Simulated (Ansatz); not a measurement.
Structures of SnTe3: which is lowest?

Plane-wave DFT in Ansatz with scalar-relativistic PAW potentials, cutoff 420 eV, Γ-centred meshes chosen by cell and gap, Gaussian smearing with energies taken to zero width. Every cell was relaxed (cell and atoms) in a run of its own, within the symmetry of its start. Functional: PBE.

Relaxed structures (starts from databases or built by putting these elements on another compound's sites):
A. Pm-3m, 4 atoms in the computed cell, a = 4.887 Å; sites (symmetry × multiplicity) Sn m-3m × 1, Te 4/mm.m × 3; start: built
B. P4/mmm, 4 atoms in the computed cell, a = 5.471 Å, c = 3.877 Å; sites (symmetry × multiplicity) Sn 4/mmm × 1, Te 4/mmm × 1 + mmm. × 2; start: built

Problem. Rank them by energy. Could pressure change the order?

Solution.
| structure | group | E − E(lowest) (meV/atom) | V (Å³/atom) | gap on mesh (eV) |
| --- | --- | --- | --- | --- |
| B | P4/mmm | 0.0 | 29.01 | 0.00 |
| A | Pm-3m | 130 | 29.18 | 0.00 |

B is lowest, 130 meV/atom under A. The lowest is also the densest of these, so pressure wouldn't bring one of the others in at first order. Other structures may lie lower than all of these, and vibrations aren't counted.

Spin-orbit coupling is left out, which matters for the bands of heavy elements.